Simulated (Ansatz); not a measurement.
A geometry of Cr away from equilibrium: step 2 of the relaxation of a relaxed Cr cell displaced along its unstable phonon at q = (½, 0, 0) of its primitive reciprocal cell (180i cm⁻¹), largest move 0.15 Å. All values below come from PBEsol (plane waves to 420 eV, PAW, scalar-relativistic; Ansatz, a first-principles code). Γ-centred k-mesh 7×14×14 on the run's cell (coarser than for final values), Fermi–Dirac smearing 0.05 eV.

```xyz
2
Lattice="4.5370 0.0000 0.0000 0.0000 2.3034 0.0000 0.0000 0.0000 2.3129" Properties=species:S:1:pos:R:3:forces:R:3 pbc="T T T" free_energy=-6696.617 pressure_GPa=-0.3
Cr     0.0000     0.0000    -0.2864    0.0000    0.0000   -0.8308
Cr     2.2685     0.0000     0.2864    0.0000    0.0000    0.8308
```

Positions in Å, forces in eV/Å, free energy of the cell in eV (comparable only within this code, potentials and settings). Largest force: 0.83 eV/Å, on Cr1, Cr2 (atoms numbered as listed); the geometry lies 0.13 eV/atom above the end of its relaxation.

No spin polarisation in the result. A magnetic state may lie lower.

The run could not lose the symmetry of its start: the end is stationary, and may be a saddle point rather than a minimum.

The end of the path is a generated cell of Cr: the first start was made by placing the elements on the sites of a structure type, and the end was not matched to a known phase here, so it may be hypothetical. Known forms of Cr include space group No. 229.
